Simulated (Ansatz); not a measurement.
The start is a relaxed TaRu cell, doubled along one cell vector, shaken by Gaussian noise of σ = 0.08 Å a coordinate. A full variable-cell relaxation at zero pressure is run with PBEsol (plane waves to 420 eV, PAW, scalar-relativistic; Ansatz, a first-principles code). First-step values are on the input's coarse k-mesh.

Ansatz input (later rounds restart from its end on a renewed k-mesh):
Ansatz 0.2 input:
```yaml
crystal:
  lattice:
    - [3.5414978821, 0, 0]
    - [0, 3.5414978821, 0]
    - [0, 0, 5.5233396096]
  atoms:
    - { symbol: Ru, position: [0.4854784929, 0.5134500039, 0.2640716391] }
    - { symbol: Ru, position: [0.5126636052, 0.4653376578, 0.7571431718] }
    - { symbol: Ta, position: [0.0166587034, 0.0020194507, 0.2555812203] }
    - { symbol: Ta, position: [-0.0209501929, 0.0198069131, 0.7337949275] }
basis: { ecutwfc: 420, ecutrho_ratio: 4, xc_grid: 2, fft_grid_basis: typed }
kpoints: { mp_grid: { grid: [9, 9, 6] } }
hamiltonian:
  xc: pbesol
  dispersion: none
  pseudopotentials: { kind: paw }
scf: { occupations: { method: fermi_dirac, width: 0.05 } }
relax: { f_tol: 0.01, max_steps: 100, cell: { stress_tol: 0.02 } }
output: { forces: true, stress: true }
```

Problem. How much energy is released per atom?

Solution. About 1.1 eV/atom.

Problem. How does the volume per atom move from start to end?

Solution. -10.6 %, from 17.32 to 15.49 Å³/atom.

Problem. How do the shortest distances between atoms change?

Solution. The closest pairs of elements (up to four, under 3.6 Å), start → end: Ru–Ta 2.29 → 2.73 Å; Ta–Ta 2.65 → 3.02 Å; Ru–Ru 2.73 → 3.02 Å.

Problem. What band gap does the relaxed structure have at this level?

Solution. Zero (metallic).

Problem. Write out the relaxed structure.

Solution. 
Space group P4/mmm (No. 123); a = b = 3.025 Å, c = 3.386 Å, α = β = γ = 90.00°

```csv
atom,site,symmetry,x,y,z
Ru,1b,4/mmm,0.0000,0.0000,0.5000
Ta,1c,4/mmm,0.5000,0.5000,0.0000
```

Final values are on a 15×15×14 k-mesh of the relaxed cell. The start holds a very short contact (Ru–Ta 2.29 Å). No spin polarisation in the result.

The first start was generated by a random draw of sites in a space group. A measured structure of TaRu has the same space group, P4/mmm (No. 123); the sites were not compared with it.
